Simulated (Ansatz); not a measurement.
## Pd (diamond): energy against volume

Method: DFT, BLYP, plane waves (420 eV) with PAW, scalar-relativistic (Ansatz). The PAW files were generated under PBE, with cores re-solved for the functional.

The cell is scaled uniformly from the relaxed one, with fractional coordinates and shape fixed. Energies are extrapolated to zero smearing, pressures are those at the given smearing. Magnetic state: ferromagnetic.

A Birch-Murnaghan fit gives V₀ = 26.03 Å³/atom, B₀ = 57 GPa, B₀′ = 5.5.

What are the energy above the minimum and the pressure at 23.978 Å³/atom?

34.3 meV/atom and 5.90 GPa as computed.

What are the energy above the minimum and the pressure at 27.106 Å³/atom?

7.2 meV/atom and -1.97 GPa as computed.

What are the energy above the minimum and the pressure at 28.148 Å³/atom?

25.7 meV/atom and -3.48 GPa as computed.
